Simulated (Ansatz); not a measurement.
Here is the system:

IrO$_{2}$:
```
CELL_PARAMETERS angstrom
      4.43283     0.00000     0.00000
      0.00000     4.43283     0.00000
      0.00000     0.00000     3.13663
ATOMIC_POSITIONS crystal
  Ir 0.00000 0.00000 0.00000
  Ir 0.50000 0.50000 0.50000
  O  0.30914 0.30914 0.00000
  O  0.80914 0.19086 0.50000
  O  0.19086 0.80914 0.50000
  O  0.69086 0.69086 0.00000
```

This is the LDA-relaxed structure. Cartesian axes are those of the cell as given.

Question: All from the program Ansatz at the LDA level (PAW), unless another level is named. Give the Hill bulk and shear moduli.

Answer: 322 and 107 GPa.

Question: Give the elastic constants (relaxed ions, GPa).

Answer: C11 = 354, C12 = 305, C13 = 234, C33 = 715, C44 = 114, C66 = 251.

Space group P4_2/mnm (rutile). The cell was relaxed with LDA under the symmetry of its start; of distortions, only those at the zone centre were tested. The run is not spin-polarised. The volume moved by -18 % from the start of the relaxation. As this level gives no gap, shear constants depend on the k-mesh and smearing (Fermi–Dirac, 0.1 eV here). Scalar-relativistic: spin–orbit coupling is off unless named, which matters more the heavier the elements.

Potentials: the later of the program's two PAW sets.
